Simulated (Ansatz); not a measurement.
Candidates compared on computed values. The pitch of a micro-beam scales with √(E/ρ), and the ratio of shear to bulk modulus hints at brittleness.

WC serves as the reference. A doubly clamped beam 5 μm long and 200 nm thick, first flexural mode, no residual stress.

Where the numbers come from (Ansatz, a plane-wave PAW program): K, G: PBEsol, elastic tensor, Hill average; density, volume per atom: PBEsol, relaxed cell.

Runs started from generated or typed cells of the structure named: WC. Magnetic at some levels of our runs and not at others: FeSi. Run without spin polarisation: FeSi, CoSi, V2AlC. Spin–orbit coupling is left out unless named.

```
crystal                K (GPa)  G (GPa)  density (g/cm³)  V (Å³/atom)
---------------------  -------  -------  ---------------  -----------
WC (P-6m2), reference      409      297            15.81        10.28
FeSi (P2₁3)                239      153             6.53        10.67
CoSi (P2₁3)                241      128             6.85        10.54
V2AlC (P6₃/mmc)            184      140             5.01        11.68
```

Model: Pugh ratio k = G/K (over about 0.57 points to brittle, under it to ductile behaviour); E = 9KG/(3K + G); bar speed = √(E/ρ); f = 1.028 √(E/ρ) t/L², in MHz for km/s, nm and μm.

Compute G/K, E, bar speed and beam frequency for FeSi, showing the steps.


1. k = 153/239 = 0.64
2. E = 9 × 239 × 153/(3 × 239 + 153) = 378.3 GPa
3. bar speed: √(378.3/6.53) = 7.61 km/s
4. f = 1.028 × 7.61 × 200/5² = 62.6 MHz

Put the candidates in order of beam frequency, highest first.

The same steps for every row:

| crystal | k = G/K | E (GPa) | bar speed (km/s) | beam frequency (MHz) |
|---|---|---|---|---|
| WC (P-6m2), reference | 0.73 | 717.4 | 6.74 | 55.4 |
| FeSi (P2₁3) | 0.64 | 378.3 | 7.61 | 62.6 |
| CoSi (P2₁3) | 0.53 | 326.2 | 6.90 | 56.7 |
| V2AlC (P6₃/mmc) | 0.76 | 335.0 | 8.18 | 67.3 |

In order of beam frequency, highest first: V2AlC (67.3 ± 1.4), FeSi (62.6 ± 1.4), CoSi (56.7 ± 1.3) ≈ WC (55.4 ± 1.2). The ± follows from allowances picked for this note (K 5 %, G 5 %, density 1 %), carried to first order and added in quadrature; ≈ joins neighbours closer than their two ± added in quadrature. On this figure 2 of 3 candidates do clearly better than the reference.

Polycrystal averages of solids that hold B, C, N, O or Si, with a universal anisotropy index under 0.8. Film stress and anchors shift real frequencies, and Pugh's ratio is a rule of thumb. Where several phases of a formula are at hand, those over 0.1 eV/atom above the lowest were not drawn (by r²SCAN where it compared them, else by the largest value; a layered or molecular lowest phase counts only with a dispersion term); other phases could lie lower still. Rows were sampled with a lean to familiar crystals, related or not, whatever their agreement with measurement; tables with many equal figures were not kept. Limits of the draw: G over 60 GPa and over half of K, three elements at most and B, C, N, O or Si among them, no carbonates, anisotropy index under 0.8; for moduli and speeds, an anisotropy index under 2.5, no layered crystals; no unfamiliar magnets, and cubic perovskites only if shown or known to be stable. As a rule kept out of such tables: 4f compounds, open-shell compounds run without a Hubbard term, cells found unstable in the tests at hand, cells close to a higher symmetry, and runs set to a pressure or over 12 % in volume from the crystal's fullest run.
